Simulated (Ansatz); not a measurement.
## Settings and field gradients in ZnS with Mn replacing Zn

Cell: a supercell of ZnS (zinc blende type, F-43m) built from an entry of the Crystallography Open Database (COD) (the entry's cell lengths or inner coordinates differ somewhat from later room-temperature determinations), with all atoms left at the host's positions.

```cif
data_MnZn26S27
_symmetry_space_group_name_H-M 'F-43m'
_symmetry_Int_Tables_number 216
_cell_length_a 16.2120
_cell_length_b 16.2120
_cell_length_c 16.2120
_cell_angle_alpha 90.000
_cell_angle_beta 90.000
_cell_angle_gamma 90.000
loop_
_atom_site_label
_atom_site_type_symbol
_atom_site_symmetry_multiplicity
_atom_site_Wyckoff_symbol
_atom_site_fract_x
_atom_site_fract_y
_atom_site_fract_z
Mn Mn 4 a 0.5000 0.0000 0.5000
Zn2 Zn 48 h 0.6667 0.0000 0.6667
Zn5 Zn 16 e 0.8333 0.8333 0.6667
Zn9 Zn 16 e 0.1667 0.6667 0.8333
Zn15 Zn 24 f 0.0000 0.6667 0.0000
S28 S 16 e 0.4167 0.0833 0.4167
S30 S 24 g 0.7500 0.0833 0.7500
S32 S 48 h 0.7500 0.9167 0.5833
S41 S 4 d 0.7500 0.7500 0.7500
S45 S 16 e 0.0833 0.5833 0.9167
```

One atom of each set is listed; the run and its k-mesh use a cell of 54 atoms with edges of 11.46, 11.46, 11.46 Å.

Reference run. Computed with Ansatz: DFT, PBE, plane waves and PAW, scalar-relativistic, collinear spin, 420 eV cutoff, Γ-centred 2×2×2 k-points, Fermi–Dirac smearing 0.01 eV, cell charge +1. Start moments as typed (μB): 4 on each Mn, none on the rest.

It gives V_zz (10²¹ V/m²) S30 1.14 (η 0.30), Zn2 0.93 (η 0.39), among others. Each of these runs changes the input as listed (caps on SCF iterations aside):

A. hamiltonian.hubbard: not typed → {sites: [{species: Mn, l: d, u_eff: 6.0}], double_counting: fll}; scf.algorithm: not typed → density_mixing
B. scf.occupations.method: fermi_dirac → cold; scf.occupations.width: 0.01 → 0.1; hamiltonian.dispersion: not typed → d3bjatm

Task: Which of these changes matter for the gradients?

Result: 

```csv
run,S30 V_zz (η),Zn2 V_zz (η),"largest change of a gradient tensor, all atoms",note
A,0.12 (0.64),0.18 (0.13),2.44,converged
B,1.17 (0.31),0.94 (0.39),0.04,converged
```

Run A moves them most, on S28 (V_zz from -0.53 to -2.97).

In run A the shift comes from hamiltonian.hubbard: the other keys steer the path to self-consistency or leave the density as it is.

In run B the shift comes from scf.occupations: the other keys steer the path to self-consistency or leave the density as it is.

On the reference run: The defect repeats with the cell of 54 atoms, so it feels its images: sites between two images don't show the values beside a lone defect, and zeros or small values of η there can come from the images' arrangement. A uniform background compensates the cell's charge. The defect cell has no gap above 0.1 eV on its mesh, so the values can hang on the smearing and the k-mesh. The neighbours have not yet relaxed around the defect (largest force 0.22 eV/Å), so a real crystal will differ.
